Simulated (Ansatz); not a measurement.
Input file for Ansatz (a quantum-chemistry and plane-wave program):

Ansatz 0.2 input:
```yaml
crystal:
  lattice:
    - [0.0, 3.0132923211, 3.0132923211]
    - [3.0132923211, 0.0, 3.0132923211]
    - [3.0132923211, 3.0132923211, 0.0]
  atoms:
    - { symbol: Au, position: [0.0, 0.0, 0.0] }
    - { symbol: Au, position: [0.25, 0.25, 0.25] }
kpoints:
  mp_grid: { grid: [21, 21, 21] }
hamiltonian:
  xc: pbesol
  pseudopotentials: { azcp: { folder: ./paw }, kind: paw }
scf:
  occupations: { method: fermi_dirac, width: 0.1 }
elastic: { mode: relaxed_ion, stencil: two_point, amplitude: 0.005, f_tol: 0.0005 }
```

Output (shortened):

```
Pseudopotential: Au, paw, valence charge 19
Functional definition: PBEsol
Crystal: 2 atoms, lattice volume = 54.721 Å³
Basis set: ecut = 420 eV, 1067 PW (Γ), exchange–correlation on 60×60×60 points (8 copies of the dense FFT grid, shifted against one another)
Bands: 23, of which v1, the nominal top of the filled ones, is band 19 counted from 1 (18 counted from 0)
Symmetry: 48 space group operations
Space group: Fd-3m (ITA 227), of the structure as read, at distance tolerance 3.8e-5 Å
k-points: 286 of 9261
SCF 1 converged in 10 iterations: F = -26015.815383 eV  dr2 = 1.03e-15
Crystal: 2 atoms, lattice volume = 54.447 Å³
Symmetry: 16 space group operations
k-points: 726 of 9261
SCF 2 converged in 7 iterations: F = -26015.815272 eV  dr2 = 3.90e-14
Crystal: 2 atoms, lattice volume = 54.995 Å³
SCF 3 converged in 5 iterations: F = -26015.814980 eV  dr2 = 1.71e-14
Crystal: 2 atoms, lattice volume = 54.721 Å³
Symmetry: 8 space group operations
k-points: 1331 of 9261
SCF 4 converged in 10 iterations: F = -26015.815179 eV  dr2 = 8.90e-15
relax step   1: F+E_penalty+E_count = -26015.81517901 eV  Δ(F+E_penalty+E_count) = +0.000e0 eV  max|allowed force component| = 5.563e-2 eV/Å  Δτ_max = 0.0000 Å  (10 SCF iters, accepted)
Crystal: 2 atoms, lattice volume = 54.721 Å³
SCF 5 converged in 8 iterations: F = -26015.815422 eV  dr2 = 4.44e-14
relax step   2: F+E_penalty+E_count = -26015.81542162 eV  Δ(F+E_penalty+E_count) = -2.426e-4 eV  max|allowed force component| = 6.701e-3 eV/Å  Δτ_max = 0.0050 Å  (8 SCF iters, accepted)
Crystal: 2 atoms, lattice volume = 54.721 Å³
SCF 6 converged in 7 iterations: F = -26015.815425 eV  dr2 = 3.19e-14
relax step   3: F+E_penalty+E_count = -26015.81542518 eV  Δ(F+E_penalty+E_count) = -3.557e-6 eV  max|allowed force component| = 4.498e-4 eV/Å  Δτ_max = 0.0006 Å  (7 SCF iters, accepted)
Crystal: 2 atoms, lattice volume = 54.721 Å³
SCF 7 converged in 2 iterations: F = -26015.815425 eV  dr2 = 7.83e-15
Crystal: 2 atoms, lattice volume = 54.721 Å³
SCF 8 converged in 10 iterations: F = -26015.815179 eV  dr2 = 3.55e-15
relax step   1: F+E_penalty+E_count = -26015.81517901 eV  Δ(F+E_penalty+E_count) = +0.000e0 eV  max|allowed force component| = 5.563e-2 eV/Å  Δτ_max = 0.0000 Å  (10 SCF iters, accepted)
Crystal: 2 atoms, lattice volume = 54.721 Å³
SCF 9 converged in 9 iterations: F = -26015.815425 eV  dr2 = 5.36e-15
relax step   2: F+E_penalty+E_count = -26015.81542520 eV  Δ(F+E_penalty+E_count) = -2.462e-4 eV  max|allowed force component| = 8.908e-6 eV/Å  Δτ_max = 0.0044 Å  (9 SCF iters, accepted)
Crystal: 2 atoms, lattice volume = 54.721 Å³
SCF 10 converged in 2 iterations: F = -26015.815425 eV  dr2 = 1.02e-15
SCF converged after 10 iterations
Free energy (F): -26015.815383 eV
Harris-Foulkes:  -26015.815383 eV  (|F-HF|=1.46e-11)
Internal energy: -26015.787546 eV  (E = F + TS)
E sigma→0 (E₀):  -26015.801464 eV
Entropy (-TS):   -0.027836 eV (-13.918 meV/atom)
Fermi energy:    10.124100 eV
--- Per-component energies (eV) ---
  E_band       = -774.822506
  E_kinetic    = 1155.937934
  E_local      = -5426.984451  (includes V_loc(G=0)·N_el)
  E_nonlocal   = 203.323027
  E_hartree    = 2305.031393
  E_xc         = -425.384660
  E_vxc        = -518.232539  (∫ρ·V_xc dr)
  E_paw        = -19181.913402  (= ΣΔE_a)
  E_vpaw       = -798.932512  (= ΣTr[D̂ρ^β])
  E_aug_tail   = 0.003249  (compensation charges beyond the density's cutoff)
  E_ewald      = -4646.419689
  E_core_change = 0.619054  (= ΣΔE_core)
  E_smearing   = -0.027836  (= −TS)
  E_closure    = 0.000000  (closes the sum)
  Σ components = -26015.815383   (vs F -26015.815383, Δ=0.00e0)
--- Forces (eV/Å), atoms counted from 1 ---
  atom   1  Au     0.00000000     0.00000000     0.00000000
  atom   2  Au     0.00000000     0.00000000     0.00000000
  max |Σ_I F_I| component: 7.40e-17 eV/Å
--- Stress (GPa, compression-positive) ---
       -0.086529       0.000000       0.000000
        0.000000      -0.086529       0.000000
        0.000000       0.000000      -0.086529
  P = ⅓ Tr σ = -0.0865 GPa (-0.865 kbar)
--- Band table (eV; the first three rows and the last of 286) ---
  k-point 0: bands = ["-94.5298", "-94.4935", "-45.9348", "-45.9348", "-45.9348", "-45.7402", "-45.7402", "-45.7402", "3.7595", "5.7976", "5.7976", "5.8005", "5.8005", "5.8005", "7.7624", "7.7624", "7.7624", "8.8856", "8.8856", "19.0694", "19.9867", "20.0126", "20.0126"]
  k-point 1: bands = ["-94.5296", "-94.4937", "-45.9352", "-45.9352", "-45.9345", "-45.7406", "-45.7398", "-45.7398", "3.7878", "5.7248", "5.7248", "5.7983", "5.8819", "5.8819", "7.7548", "7.7587", "7.7587", "8.8863", "8.8863", "18.6108", "19.6138", "19.8018", "19.8018"]
  k-point 2: bands = ["-94.5292", "-94.4941", "-45.9364", "-45.9364", "-45.9336", "-45.7416", "-45.7387", "-45.7387", "3.8715", "5.6635", "5.6635", "5.7918", "5.9674", "5.9674", "7.7348", "7.7497", "7.7497", "8.8875", "8.8875", "17.5861", "19.3420", "19.3944", "19.3944"]
  k-point 285: bands = ["-94.5127", "-94.5107", "-45.9685", "-45.9668", "-45.8452", "-45.8312", "-45.7084", "-45.7068", "5.3297", "5.3447", "5.7724", "5.7940", "6.7967", "6.9290", "7.0524", "7.1954", "9.1311", "9.1515", "10.2324", "10.5412", "12.7307", "13.1456", "21.4755"]
--- Elastic constants: 2 strain directions × 2 members + reference (group order 48) ---
  dense FFT box of the reference and of every strained cell: 30×30×30
  strains applied: 11, 23; error gains: componentwise 1.00 (the most a stress slope's error grows in a printed constant), spectral 1.73 (1 for all six strains …
  C = ∂σ_k/∂η_j (tension-positive GPa; Voigt order 11 22 33 23 13 12):
        59.825     72.721     72.721      0.000      0.000      0.000
        72.721     59.825     72.721      0.000      0.000      0.000
        72.721     72.721     59.825      0.000      0.000      0.000
         0.000      0.000      0.000    -10.117      0.000      0.000
         0.000      0.000      0.000      0.000    -10.117      0.000
         0.000      0.000      0.000      0.000      0.000    -10.117
  reference stress σ⁰ (GPa):      0.087      0.087      0.087      0.000      0.000      0.000
  moduli (Voigt/Reuss/Hill, GPa): K = 68.42/68.42/68.42   G = -8.65/-8.24/-8.45   E = -26.42   ν = 0.564
  mechanically stable: NO (min eigenvalue of sym C = -12.90 GPa)
  strain η (Voigt 11):  stress-route row diagonal C_11 = 59.83 GPa, energy-path curvature d²(F+E_count+ΔE)/dδ²/Ω₀ = 59.83 GPa
         δ    σ_11 (GPa)             F (eV)   n_scf  n_hpsi   n_pw
    -5.000e-3      -0.2147      -26015.8152718       7  299619   1078   relax 0 steps, max|allowed force component| 1.11e-16 eV/Å
     5.000e-3       0.3836      -26015.8149802       5  245965   1094   relax 0 steps, max|allowed force component| 1.11e-16 eV/Å
  strain η (Voigt 23):  stress-route row diagonal C_44 = -10.12 GPa, energy-path curvature d²(F+E_count+ΔE)/dδ²/Ω₀ = -10.16 GPa
         δ    σ_23 (GPa)             F (eV)   n_scf  n_hpsi   n_pw
    -5.000e-3       0.0506      -26015.8154252       2  261512   1082   relax 3 steps, max|allowed force component| 4.50e-4 eV/Å
     5.000e-3      -0.0506      -26015.8154252       2  260547   1082   relax 2 steps, max|allowed force component| 8.91e-6 eV/Å
```

Cost: very roughly 20 core-minutes on shared cores.

The start of the workflow was typed in or built on a structure type; neither database checked (COD, Materials Project) lists it. It is not the phase usual at ambient conditions (space group No. 225). The PBEsol relaxation kept the symmetry of its start. At this level the phase is mechanically unstable. As this level gives no gap, shear constants depend on the k-mesh and smearing (Fermi–Dirac, 0.1 eV here). Spin–orbit coupling is left out wherever it is not named.

Potentials: the earlier of the program's two PAW sets. The files were generated under PBE; for other functionals the program regenerates the frozen cores, and for LDA and PBEsol the local potential too.

Ansatz is a plane-wave DFT program.
